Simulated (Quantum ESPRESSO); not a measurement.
AlSi6N (made-up cell) (calculated)

All values are calculated (Quantum ESPRESSO 7.5). Calculation on a made-up crystal cell, not a measurement: periodic Kohn-Sham density functional theory in plane waves with PseudoDojo standard norm-conserving scalar-relativistic pseudopotentials, each functional with its own files (v0.5 for PBE, v0.4.1 for LDA and PBEsol), no spin polarisation, no spin-orbit coupling, atoms not relaxed, stress positive in tension, energies less a fixed whole-eV offset for each atom's element; levels are Kohn-Sham levels at fractions of this cell's reciprocal vectors, counted from the reference band (half the neutral cell's valence electrons, rounded up) at Gamma; error bars cover cutoff and k-mesh only, not smearing or the files; added strain carries the atoms with the cell, and shear is the tensor component; each bar is the largest change over components, and at least 0.002 eV, 0.002 eV per angstrom or 0.02 GPa; energies are for the whole cell, and the offsets were chosen from early runs and are not element reference energies.

Settings shared by all entries: lattice type zincblende/diamond; functional pbe; cutoff 1143 eV; fermi dirac smearing 0.1 eV; scf tolerance 1e-07 eV; electrons removed 0; k mesh 6 x 6 x 6, shifted by half a step.

(1) AlSi6N (made-up cell)

```
AlSi6N
1.0
      5.4130    -0.0013     0.0225
     -0.0013     5.4704    -0.0306
      0.0225    -0.0306     5.4695
Si Al Si N
4 1 2 1
Direct
  -0.00045 -0.00011 0.00624
  -0.00699 0.52143 0.51680
  0.50842 0.00805 0.51199
  0.49372 0.49015 0.00983
  0.25598 0.26258 0.23729
  0.26234 0.74104 0.76623
  0.74166 0.23056 0.75156
  0.76539 0.74479 0.24834
```

```
free energy less offsets : 4.968 eV
smearing term minus ts   : -0.07966 eV
scf iterations           : 11
pressure                 : -2.915 GPa
stress xx                : 2.272 GPa
stress yy                : 3.468 GPa
stress zz                : 3.006 GPa
stress yz                : -1.001 GPa
stress xz                : -0.8241 GPa
stress xy                : -2.892 GPa
fermi level              : 0.08797 eV
reference band           : 16
error bar energy         : 0.00441 eV
error bar stress         : 0.02 GPa
error bar force          : 0.01208 eV/Å
error bar next band up   : 0.002515 eV
error bar fermi level    : 0.005188 eV
error bars from          : tighter rerun of a related cell
```

Atoms:
| atoms element | atom site | atom energy offset (eV) |
| --- | --- | --- |
| Si | 1 | -115 |
| Si | 2 | -115 |
| Si | 3 | -115 |
| Si | 4 | -115 |
| Al | 5 | -64 |
| Si | 6 | -115 |
| Si | 7 | -115 |
| N | 8 | -283 |

Forces:
| site | x (eV/Å) | y (eV/Å) | z (eV/Å) |
| --- | --- | --- | --- |
| 1 | -1.127 | -1.581 | 0.7196 |
| 2 | -1.048 | -0.01071 | -1.534 |
| 3 | -0.718 | -1.969 | -1.967 |
| 4 | 2.907 | 2.109 | -0.6477 |
| 5 | -1.316 | -1.287 | 2.543 |
| 6 | -0.07166 | 0.9549 | -0.4294 |
| 7 | 1.331 | 1.541 | 0.8699 |
| 8 | 0.04353 | 0.2417 | 0.4454 |

Levels:
| level k point | next band up (eV) |
| --- | --- |
| Gamma | 0.436 |
| (1/2,1/2,1/2) | 0.3156 |
| (0.15,0,0) | 0.2224 |
| (0,0.15,0) | 0.2495 |
| (0,0,0.15) | 0.1177 |

(2) AlSi6N (made-up cell)

```
AlSi6N
1.0
      5.4130    -0.0013     0.0225
     -0.0013     5.4704    -0.0306
      0.0225    -0.0306     5.4695
Si Al Si N
4 1 2 1
Direct
  -0.00045 -0.00011 0.00624
  -0.00699 0.52143 0.51680
  0.50842 0.00805 0.51199
  0.49372 0.49015 0.00983
  0.25856 0.26258 0.23728
  0.26234 0.74104 0.76623
  0.74166 0.23056 0.75156
  0.76539 0.74479 0.24834
```

```
stress xz : ?
```

Atoms:
| atoms element | atom site | atom energy offset (eV) |
| --- | --- | --- |
| Si | 1 | -115 |
| Si | 2 | -115 |
| Si | 3 | -115 |
| Si | 4 | -115 |
| Al | 5 | -64 |
| Si | 6 | -115 |
| Si | 7 | -115 |
| N | 8 | -283 |

(3) AlSi6N (made-up cell)

```
AlSi6N
1.0
      5.4130    -0.0013     0.0225
     -0.0013     5.4704    -0.0306
      0.0225    -0.0306     5.4695
Si Al Si N
4 1 2 1
Direct
  -0.00045 -0.00011 0.00624
  -0.00699 0.52143 0.51680
  0.50842 0.00805 0.51199
  0.49372 0.49015 0.00983
  0.26013 0.26258 0.23728
  0.26234 0.74104 0.76623
  0.74166 0.23056 0.75156
  0.76539 0.74479 0.24834
```

```
stress xz : ?
stress xx : ?
stress xy : ?
```

Atoms:
| atoms element | atom site | atom energy offset (eV) |
| --- | --- | --- |
| Si | 1 | -115 |
| Si | 2 | -115 |
| Si | 3 | -115 |
| Si | 4 | -115 |
| Al | 5 | -64 |
| Si | 6 | -115 |
| Si | 7 | -115 |
| N | 8 | -283 |

(4) AlSi6N (made-up cell)

```
AlSi6N
1.0
      5.4130    -0.0013     0.0225
     -0.0013     5.4704    -0.0306
      0.0225    -0.0306     5.4695
Si Al Si N
4 1 2 1
Direct
  -0.00045 -0.00011 0.00624
  -0.00699 0.52143 0.51680
  0.50842 0.00805 0.51199
  0.49372 0.49015 0.00983
  0.26466 0.26258 0.23726
  0.26234 0.74104 0.76623
  0.74166 0.23056 0.75156
  0.76539 0.74479 0.24834
```

```
stress xx : ?
stress xy : ?
stress zz : ?
```

Atoms:
| atoms element | atom site | atom energy offset (eV) |
| --- | --- | --- |
| Si | 1 | -115 |
| Si | 2 | -115 |
| Si | 3 | -115 |
| Si | 4 | -115 |
| Al | 5 | -64 |
| Si | 6 | -115 |
| Si | 7 | -115 |
| N | 8 | -283 |

Questions
1. What stress xz does the calculation give for AlSi6N (made-up cell) (entry 2)?
2. Give the missing stress xz for AlSi6N (made-up cell) (entry 3).
3. What stress xx does the calculation give for AlSi6N (made-up cell) (entry 3)?
4. Estimate the stress xy of AlSi6N (made-up cell) (entry 3).
5. Give the table of levels values for AlSi6N (made-up cell) (entry 3).
6. Estimate the stress xx of AlSi6N (made-up cell) (entry 4).
7. AlSi6N (made-up cell) (entry 4): stress xy?
8. Give the missing stress zz for AlSi6N (made-up cell) (entry 4).
9. Give the table of levels values for AlSi6N (made-up cell) (entry 4).

Answers
1. -0.7625 GPa
2. -0.7252 GPa
3. 2.228 GPa
4. -2.937 GPa
5. 
Levels:
| level k point | next band up (eV) |
| --- | --- |
| Gamma | 0.4557 |
| (1/2,1/2,1/2) | 0.3424 |
| (0.15,0,0) | 0.2417 |
| (0,0.15,0) | 0.2708 |
| (0,0,0.15) | 0.1388 |
6. 2.184 GPa
7. -2.988 GPa
8. 2.804 GPa
9. 
Levels:
| level k point | next band up (eV) |
| --- | --- |
| Gamma | 0.4755 |
| (1/2,1/2,1/2) | 0.3699 |
| (0.15,0,0) | 0.2607 |
| (0,0.15,0) | 0.2921 |
| (0,0,0.15) | 0.1596 |

Further results for AlSi6N (made-up cell) (entry 2):

```
free energy less offsets : 4.987 eV
smearing term minus ts   : -0.07944 eV
scf iterations           : 11
pressure                 : -2.876 GPa
stress xx                : 2.244 GPa
stress yy                : 3.431 GPa
stress zz                : 2.953 GPa
stress yz                : -0.8088 GPa
stress xy                : -2.92 GPa
fermi level              : 0.09581 eV
reference band           : 16
error bar energy         : 0.00441 eV
error bar stress         : 0.02 GPa
error bar force          : 0.01208 eV/Å
error bar next band up   : 0.002515 eV
error bar fermi level    : 0.005188 eV
error bars from          : tighter rerun of a related cell
```

Forces:
| site | x (eV/Å) | y (eV/Å) | z (eV/Å) |
| --- | --- | --- | --- |
| 1 | -1.09 | -1.538 | 0.7594 |
| 2 | -1.032 | -0.02664 | -1.554 |
| 3 | -0.6906 | -1.99 | -1.941 |
| 4 | 2.977 | 2.196 | -0.7332 |
| 5 | -1.48 | -1.377 | 2.584 |
| 6 | -0.07418 | 0.9531 | -0.4306 |
| 7 | 1.336 | 1.54 | 0.8694 |
| 8 | 0.05453 | 0.2423 | 0.4464 |

Levels:
| level k point | next band up (eV) |
| --- | --- |
| Gamma | 0.4484 |
| (1/2,1/2,1/2) | 0.3324 |
| (0.15,0,0) | 0.2346 |
| (0,0.15,0) | 0.2629 |
| (0,0,0.15) | 0.131 |

Further results for AlSi6N (made-up cell) (entry 3):

```
free energy less offsets : 5 eV
smearing term minus ts   : -0.07932 eV
scf iterations           : 11
pressure                 : -2.85 GPa
stress yy                : 3.404 GPa
stress zz                : 2.918 GPa
stress yz                : -0.6916 GPa
fermi level              : 0.1002 eV
reference band           : 16
error bar energy         : 0.00441 eV
error bar stress         : 0.02 GPa
error bar force          : 0.01208 eV/Å
error bar next band up   : 0.002515 eV
error bar fermi level    : 0.005188 eV
error bars from          : tighter rerun of a related cell
```

Forces:
| site | x (eV/Å) | y (eV/Å) | z (eV/Å) |
| --- | --- | --- | --- |
| 1 | -1.068 | -1.512 | 0.7829 |
| 2 | -1.023 | -0.03599 | -1.566 |
| 3 | -0.6736 | -2.004 | -1.925 |
| 4 | 3.019 | 2.25 | -0.7862 |
| 5 | -1.579 | -1.433 | 2.61 |
| 6 | -0.07587 | 0.952 | -0.4312 |
| 7 | 1.339 | 1.54 | 0.8691 |
| 8 | 0.06115 | 0.2427 | 0.447 |

Further results for AlSi6N (made-up cell) (entry 4):

```
free energy less offsets : 5.043 eV
smearing term minus ts   : -0.07903 eV
scf iterations           : 11
pressure                 : -2.768 GPa
stress yy                : 3.315 GPa
stress yz                : -0.3514 GPa
stress xz                : -0.6179 GPa
fermi level              : 0.1114 eV
reference band           : 16
error bar energy         : 0.00441 eV
error bar stress         : 0.02 GPa
error bar force          : 0.01208 eV/Å
error bar next band up   : 0.002515 eV
error bar fermi level    : 0.005188 eV
error bars from          : tighter rerun of a related cell
```

Forces:
| site | x (eV/Å) | y (eV/Å) | z (eV/Å) |
| --- | --- | --- | --- |
| 1 | -1.006 | -1.442 | 0.8485 |
| 2 | -0.9966 | -0.06167 | -1.599 |
| 3 | -0.623 | -2.045 | -1.877 |
| 4 | 3.144 | 2.409 | -0.9438 |
| 5 | -1.865 | -1.593 | 2.688 |
| 6 | -0.08132 | 0.9487 | -0.4331 |
| 7 | 1.348 | 1.54 | 0.8681 |
| 8 | 0.07991 | 0.2438 | 0.4487 |
